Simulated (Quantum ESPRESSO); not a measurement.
CsCdF$_{3}$ is modelled in the cubic space group Pm-3m (No. 221), the cubic perovskite structure, Pearson symbol cP5. Cell: a = b = c = 4.487 Å, α = β = γ = 90.00°. F on 3c has 2 Cd at 2.243 Å and 4 Cs at 3.173 Å (octahedral). Cd on 1b is surrounded by 6 F at 2.243 Å (octahedral). Cs on 1a is coordinated by 12 F at 3.173 Å (cuboctahedral). (Neighbours: up to the widest gap in distance over summed covalent radii, below 1.35, at either atom; cation-cation contacts left out.)

The geometry is that of Materials Project entry mp-8399, symmetrised and not relaxed again.

What does PBEsol (pw.x of Quantum ESPRESSO, ONCV potentials, no spin-orbit coupling) give for the electronic structure near the Fermi level?

The PBEsol gap is indirect, 3.23 eV, from R to Γ; the smallest direct gap is 4.31 eV. Spin-orbit splittings are left out. The cell is held in this high symmetry; tilts and polar distortions were not searched.

The structure is a Materials Project entry; no match was found in the copy of COD used, and its stability was not checked.
